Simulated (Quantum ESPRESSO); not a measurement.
# NbRu4In2Zn: input and log of a self-consistent run

A calculation, not a measurement. The program is pw.x of Quantum ESPRESSO 7.5 (plane-wave density functional theory). The cell is made up: eight metal atoms on a hexagonal close-packed lattice, with elements, volume, strain and displacements drawn at random and not relaxed, so it may be unstable or far from any real phase. PseudoDojo standard norm-conserving files set the functional (PBE unless stated); there is no spin polarisation or spin-orbit coupling, the Fermi-Dirac width of 0.25 eV means electrons at about 2900 K, and the masses in the input are unused placeholders. A spin test at this wide smearing found no moment, but such smearing suppresses magnetism that the real alloy may have.

Input:

```
&control calculation='scf', pseudo_dir='./dojo.nc.sr.pbe.v0_5.standard.upf', outdir='./o', disk_io='minimal', tprnfor=.true., tstress=.true. /
&system ibrav=0, nat=8, ntyp=4, nbnd=76, ecutwfc=84.00895049, nosym=.true., tot_charge=0,
 occupations='smearing', smearing='fd', degauss=0.0183746611
/
&electrons conv_thr=1.470e-08, electron_maxstep=70, mixing_beta=0.5 /
ATOMIC_SPECIES
In 1.0 In.upf
Nb 1.0 Nb.upf
Ru 1.0 Ru.upf
Zn 1.0 Zn.upf
CELL_PARAMETERS angstrom
0.0167 5.1077 0.0149
2.9478 0.0235 4.6981
2.9613 -0.0042 -4.7065
ATOMIC_POSITIONS angstrom
Nb 0.0079 0.0504 0.0477
Ru 2.9392 -0.0148 0.0594
Ru 3.0245 1.8581 -2.295
In 3.0108 1.789 2.3378
Ru 1.5011 2.686 0.0222
In 4.465 2.5031 0.0168
Zn 1.5073 4.2288 -2.2645
Ru 1.5481 4.2506 2.3616
K_POINTS automatic
5 5 5 1 1 1
```

The log is shortened where brackets say so; the opening notice, blank lines, dates and the lines on written files are dropped, and the path of the files is cut. It prints rydbergs, bohrs and kilobars, and counts compression as positive stress. Its total energy is the free energy E - TS of the whole cell.

```
     Program PWSCF v.7.5
     Parallel version (MPI & OpenMP), running on       4 processor cores
     Number of MPI processes:                 4
     Threads/MPI process:                     1
     [start-up lines left out]
     bravais-lattice index     =            0
     lattice parameter (alat)  =       9.6522  a.u.
     unit-cell volume          =     957.7329 (a.u.)^3
     number of atoms/cell      =            8
     number of atomic types    =            4
     number of electrons       =       123.00
     number of Kohn-Sham states=           76
     kinetic-energy cutoff     =      84.0090  Ry
     charge density cutoff     =     336.0358  Ry
     scf convergence threshold =      1.5E-08
     mixing beta               =       0.5000
     number of iterations used =            8  plain     mixing
     Exchange-correlation= PBE
                           (   1   4   3   4   0   0   0)
     [axes and pseudopotential details left out]
   Cartesian axes
     site n.     atom                  positions (alat units)
         1        Nb     tau(   1) = (   0.0015467   0.0098674   0.0093388  )
         2        Ru     tau(   2) = (   0.5754394  -0.0028976   0.0116294  )
         3        Ru     tau(   3) = (   0.5921395   0.3637806  -0.4493173  )
         4        In     tau(   4) = (   0.5894573   0.3502521   0.4576967  )
         5        Ru     tau(   5) = (   0.2938868   0.5258677   0.0043463  )
         6        In     tau(   6) = (   0.8741620   0.4900593   0.0032891  )
         7        Zn     tau(   7) = (   0.2951006   0.8279185  -0.4433460  )
         8        Ru     tau(   8) = (   0.3030885   0.8321865   0.4623563  )
     number of k points=    63  Fermi-Dirac smearing, width (Ry)=  0.0184
                       cart. coord. in units 2pi/alat
        k(    1) = (   0.1725526   0.0994369  -0.0000452), wk =   0.0320000
        k(    2) = (   0.3452767   0.0991883  -0.1084189), wk =   0.0320000
     [further k points left out]
     Dense  grid:    99667 G-vectors     FFT dimensions: (  60,  64,  64)
     Estimated max dynamical RAM per process >     405.18 MB
     Estimated total dynamical RAM >       1.51 GB
     Initial potential from superposition of free atoms
     starting charge     122.9867, renormalised to     123.0000
     Starting wfcs are   78 randomized atomic wfcs
     total cpu time spent up to now is        7.7 secs
     per-process dynamical memory:   326.5 Mb
     Self-consistent Calculation
     iteration #  1     ecut=    84.01 Ry     beta= 0.50
     Davidson diagonalization with overlap
     ethr =  1.00E-02,  avg # of iterations =  5.4
     Threshold (ethr) on eigenvalues was too large:
     Diagonalizing with lowered threshold
     Davidson diagonalization with overlap
     ethr =  5.43E-04,  avg # of iterations =  1.7
     total cpu time spent up to now is       40.1 secs
     total energy              =   -1616.82048645 Ry
     estimated scf accuracy    <       0.70968071 Ry
     iteration #  2     ecut=    84.01 Ry     beta= 0.50
     Davidson diagonalization with overlap
     ethr =  5.77E-04,  avg # of iterations =  2.3
     total cpu time spent up to now is       57.1 secs
     total energy              =   -1616.50897505 Ry
     estimated scf accuracy    <       2.94478898 Ry
     iteration #  3     ecut=    84.01 Ry     beta= 0.50
     Davidson diagonalization with overlap
     ethr =  5.77E-04,  avg # of iterations =  2.0
     total cpu time spent up to now is       73.0 secs
     total energy              =   -1616.87460927 Ry
     estimated scf accuracy    <       2.10521640 Ry
     iteration #  4     ecut=    84.01 Ry     beta= 0.50
     Davidson diagonalization with overlap
     ethr =  5.77E-04,  avg # of iterations =  2.0
     total cpu time spent up to now is       87.3 secs
     total energy              =   -1616.95780883 Ry
     estimated scf accuracy    <       0.69248534 Ry
     iteration #  5     ecut=    84.01 Ry     beta= 0.50
     Davidson diagonalization with overlap
     ethr =  5.63E-04,  avg # of iterations =  1.0
     total cpu time spent up to now is      100.3 secs
     total energy              =   -1617.00076706 Ry
     estimated scf accuracy    <       0.16667968 Ry
     [iterations 6 to 12 left out]
     iteration # 13     ecut=    84.01 Ry     beta= 0.50
     Davidson diagonalization with overlap
     ethr =  2.60E-10,  avg # of iterations =  3.9
     total cpu time spent up to now is      220.9 secs
     total energy              =   -1617.01372306 Ry
     estimated scf accuracy    <       0.00000006 Ry
     iteration # 14     ecut=    84.01 Ry     beta= 0.50
     Davidson diagonalization with overlap
     ethr =  5.01E-11,  avg # of iterations =  2.1
     total cpu time spent up to now is      236.4 secs
     total energy              =   -1617.01372306 Ry
     estimated scf accuracy    <       0.00000005 Ry
     iteration # 15     ecut=    84.01 Ry     beta= 0.50
     Davidson diagonalization with overlap
     ethr =  3.92E-11,  avg # of iterations =  2.0
     total cpu time spent up to now is      250.9 secs
     total energy              =   -1617.01372306 Ry
     estimated scf accuracy    <       0.00000022 Ry
     iteration # 16     ecut=    84.01 Ry     beta= 0.50
     Davidson diagonalization with overlap
     ethr =  3.92E-11,  avg # of iterations =  1.9
     total cpu time spent up to now is      264.8 secs
     total energy              =   -1617.01372307 Ry
     estimated scf accuracy    <       0.00000002 Ry
     iteration # 17     ecut=    84.01 Ry     beta= 0.50
     Davidson diagonalization with overlap
     ethr =  1.52E-11,  avg # of iterations =  1.1
     total cpu time spent up to now is      277.9 secs
     End of self-consistent calculation
     [lines on levels left out]
!    total energy              =   -1617.01372306 Ry
     estimated scf accuracy    <       0.00000001 Ry
     smearing contrib. (-TS)   =      -0.12835692 Ry
     internal energy E=F+TS    =   -1616.88536613 Ry
     The total energy is F=E-TS. E is the sum of the following terms:
     one-electron contribution =    -578.41862004 Ry
     hartree contribution      =     364.11434679 Ry
     xc contribution           =    -287.32293411 Ry
     ewald contribution        =   -1115.25815877 Ry
     convergence has been achieved in  17 iterations
     Forces acting on atoms (cartesian axes, Ry/au):
     atom    1 type  2   force =     0.03457837   -0.03775938    0.03704454
     atom    2 type  3   force =     0.00901543    0.00779365   -0.01546299
     atom    3 type  3   force =     0.00182968   -0.02422941   -0.00772650
     atom    4 type  1   force =    -0.01183976   -0.02990499   -0.00673681
     atom    5 type  3   force =    -0.01287576   -0.00323455    0.00184967
     atom    6 type  1   force =    -0.01605271    0.04459550   -0.00459996
     atom    7 type  4   force =     0.02086975    0.01505265    0.00903747
     atom    8 type  3   force =    -0.02552500    0.02768654   -0.01340542
     Total force =     0.104373     Total SCF correction =     0.000278
     Computing stress (Cartesian axis) and pressure
          total   stress  (Ry/bohr**3)                   (kbar)     P=     -127.51
  -0.00109916  -0.00006269  -0.00027539         -161.69       -9.22      -40.51
  -0.00006269  -0.00081320  -0.00004572           -9.22     -119.63       -6.73
  -0.00027539  -0.00004572  -0.00068794          -40.51       -6.73     -101.20
     init_run     :      6.93s CPU      7.37s WALL (       1 calls)
     electrons    :    260.31s CPU    270.23s WALL (       1 calls)
     forces       :      2.29s CPU      2.30s WALL (       1 calls)
     stress       :      7.69s CPU      7.70s WALL (       1 calls)
     [timing details left out]
     PWSCF        :   4m37.52s CPU   4m47.92s WALL
     JOB DONE.
```

In other units: free energy -22000.592 eV for the cell, pressure -12.75 GPa, largest force component 1.147 eV/Å in size. The run took 290 s of wall time with four MPI processes on a shared machine (AMD EPYC, older, virtual cores), so the time is rough. A rerun of this cell at a higher cutoff and on a denser mesh moved values by no more than 0.004 eV in energy, 0.02 GPa in stress and 0.003 eV/Å in force, and a second program with other atomic files agreed on that cell to 2 % rms in force and 0.5 GPa in pressure.